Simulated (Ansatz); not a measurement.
# Sn2PbS3 (Cmcm) at 3 levels of theory

One geometry, relaxed with PBE; plane waves with PAW potentials in Ansatz, scalar-relativistic. No spin polarisation. Gaps are the least over mesh and band path; pressure is positive in compression.

Space group Cmcm (No. 63). a = 12.440 Å, b = 11.988 Å, c = 4.175 Å, α = 90.00°, β = 90.00°, γ = 90.00°
| atom | site | symmetry | x | y | z |
| --- | --- | --- | --- | --- | --- |
| Sn | 8g | ..m | 0.1655 | 0.1293 | 0.7500 |
| Pb | 4c | m2m | 0.5000 | 0.1317 | 0.7500 |
| S | 4c | m2m | 0.5000 | 0.3554 | 0.7500 |
| S | 8g | ..m | 0.6703 | 0.8468 | 0.7500 |

```
 level  cutoff (eV)  k mesh  gap (eV)  pressure (GPa)
   PBE          420   4×4×8      0.62             0.0
r2SCAN          500   4×4×8      0.80            -1.2
   LDA          420   4×4×8      0.51            -4.4
```

Spin-orbit coupling matters for the bands of heavy elements and is left out. The cell holds layers, chains or molecules and no dispersion correction was added, so their binding is poorly described.

The structure comes from a generated guess; another structure or a mixture of phases may lie lower.
